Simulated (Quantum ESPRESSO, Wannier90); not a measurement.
Wannier functions of Li$_{2}$ZrTeO$_{6}$ (R3)

```xyz
10
Lattice="-2.6229 4.5430 0.0000 -5.2458 0.0000 0.0000 -2.6229 1.5143 4.6849" Properties=species:S:1:pos:R:3 pbc="T T T"
Li     2.6229    -1.5143    -0.7991
Li    -2.6229     1.5143     1.6970
Zr     0.0000     0.0000     0.0121
Te     2.6229    -1.5143     2.2898
O      1.6601     0.1942    -1.3593
O     -0.6618    -1.5348    -1.3593
O     -0.9983     1.3406    -1.3593
O      0.6875     1.6413     1.0826
O      1.0777    -1.4161     1.0826
O     -1.7652    -0.2252     1.0826
```

Cell from Materials Project (mp-6782), symmetrised, no further relaxation. COD (Crystallography Open Database) has an entry of this formula and space group (matched by these alone). Computed values, not measurements, from PBEsol: Quantum ESPRESSO (norm-conserving PseudoDojo potentials, cutoff 68 Ry, no spin polarisation, no spin-orbit coupling) on a Γ-centred 4×4×4 mesh, then Wannier90. Density: 8×8×8 mesh, cold smearing 0.01 Ry. Spin-orbit coupling is left out although heavy elements are present.

Band 18 is isolated and gives one Wannier function a cell (Te4 5s 32 %, O6 2p 6 %, O5 2p 6 %; spread 3.91 Å²). Its on-site energy is ε = -8.880 eV relative to the valence-band maximum, and its hoppings t(R) = t(−R) to the nearer images are (images within this range that aren't listed have |t| under 5 meV):

```tsv
R (lattice vectors; −R alike)	distance (Å)	t (eV)
0 0 1	5.58	-0.007
0 1 -1	5.58	-0.007
1 0 -1	5.58	-0.007
1 -1 -1	7.66	-0.050
1 -1 1	7.66	-0.050
1 1 -1	7.66	-0.050
```

Question: Work out the band energy at Γ, T, H_2, H_0 from these numbers.

Answer: For one orbital E(k) = ε + Σ_R 2 t(R) cos(2π k·R), the sum over the listed R.
- Γ, k = (0.000, 0.000, 0.000): E = -8.880 + (-0.007)·(6.00) + (-0.050)·(6.00) = -9.22 eV; pw.x: -9.22 eV
- T, k = (0.000, 0.000, -0.500): E = -8.880 + (-0.007)·(-6.00) + (-0.050)·(-6.00) = -8.54 eV; pw.x: -8.54 eV
- H_2, k = (0.527, 0.264, -0.236): E = -8.880 + (-0.007)·(-1.66) + (-0.050)·(1.94) = -8.97 eV; pw.x: -8.95 eV
- H_0, k = (0.736, 0.473, 0.236): E = -8.880 + (-0.007)·(-1.66) + (-0.050)·(1.94) = -8.97 eV; pw.x: -8.95 eV

At these points the listed shells miss the plane-wave band by up to 0.01 eV, of a width of 0.68 eV on the path. With all its hoppings the model misses the band by 1.8 meV at worst on the whole path; the listed shells hold nearly all of the dispersion.
